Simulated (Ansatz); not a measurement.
# ReP$_{2}$: all-electron results

```xyz
3
Lattice="3.0883 0.0000 0.0000 -1.5441 2.6745 0.0000 0.0000 0.0000 5.1501" Properties=species:S:1:pos:R:3 pbc="T T T"
Re    0.0000    0.0000    0.0000
P     0.0000    1.7830    1.6755
P     1.5441    0.8915    3.4746
```

Atoms are numbered in the order listed.

The conventional cell has a = 3.088 Å, b = 3.088 Å, c = 5.150 Å, α = 90.00°, β = 90.00°, γ = 120.00°. Around Re (atom 1) lie 6 P at 2.45 Å. P (atom 2) has 3 Re at 2.45 Å and 3 P at 2.53 Å as nearest neighbours.

The structure comes from a relaxation in the same program, started in the CdI2 type, and has space group P-3m1. Whether it is a known phase or the ground state wasn't checked.

Spin polarisation is left out, and whether a magnetic state lies lower isn't shown here.

Spin–orbit coupling is left out, though it moves levels of the heavy atoms by tenths of an eV or more.

Levels of theory: DFT, PBE, all-electron LAPW, scalar-relativistic (Ansatz 0.2.0); DFT, PBE, PAW with Ansatz's default frozen-core files, scalar-relativistic (Ansatz 0.2.0).

For LAPW: a Γ-centred 12×12×7 k mesh, Fermi–Dirac smearing of 0.08 eV, basis error target 0.5 meV/atom, no spin polarisation. PAW takes a cutoff of 420 eV at this cell. The Ansatz runs share mesh, smearing and spin set-up. Values come from LAPW unless marked.

```
Volume per atom       : 14.18 Å³
Pressure at this cell : 0.01 GPa
```

**Question.** Löwdin charges (with 0.28 e of the cell spilling out of the atomic basis, so their sizes and signs hang on that basis): what does the calculation give?

**Answer.** Re1 0.25, P2 0.01 e.

**Question.** Predict this quantity. Density of states at the Fermi level (0.2 eV bin).

**Answer.** 1.61 states/eV per cell.

**Question.** Give the computed value. Band gap.

**Answer.** none: with an odd electron count and no spin polarisation the bands can't all be full, a metal in this set-up (spin order or a larger cell could open a gap).

**Question.** Bader charges (from the PAW run): what does the calculation give?

**Answer.** Re1 +0.44, P2 -0.22 e.
